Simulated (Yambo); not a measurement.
SnS (space group Pnma, No. 62), G0W0@PBEsol in Yambo with this input:

```
rim_cut
gw0
dyson
el_el_corr
HF_and_locXC
ppa
em1d
RandQpts= 1000000
RandGvec= 1 Ry
EXXRLvcs= 72 Ry
VXCRLvcs= 288 Ry
Chimod= "HARTREE"
% BndsRnXp
 1 | 299 |
%
NGsBlkXp= 7 Ry
% LongDrXp
 1.0 | 1.0 | 1.0 |
%
PPAPntXp= 27.2114 eV
% GbndRnge
 1 | 299 |
%
GTermKind= "BG"
DysSolver= "n"
ExtendOut
```

On a 1×4×2 mesh, with wavefunctions cut at 72 Ry, the gap ((0, 0, -0.5) → Γ) is 1.093 eV and the valence edge shifts by -0.391 eV.

What happens with this change: 143 bands in W?

The gap falls by 0.051 eV, to 1.042 eV; the shift of the valence edge becomes -0.187 eV. Neither run is shown to be the converged limit. The mesh misses a band edge: along a dense path the PBEsol gap is 0.76 eV against 0.83 eV on the mesh.

The standard potential for Sn keeps a d shell in the valence without the s and p states of that shell. In tests on such compounds this moved G0W0 gaps by up to about 0.9 eV, so absolute quasiparticle energies here are unreliable; differences between settings are what counts.

Spin-orbit coupling is not included.

Geometry relaxed with PBE+D3(BJ); primitive cell a = 11.185 Å, b = 4.004 Å, c = 4.249 Å, α = β = γ = 90.00°.

A shift is the quasiparticle energy of the state minus its PBEsol energy.
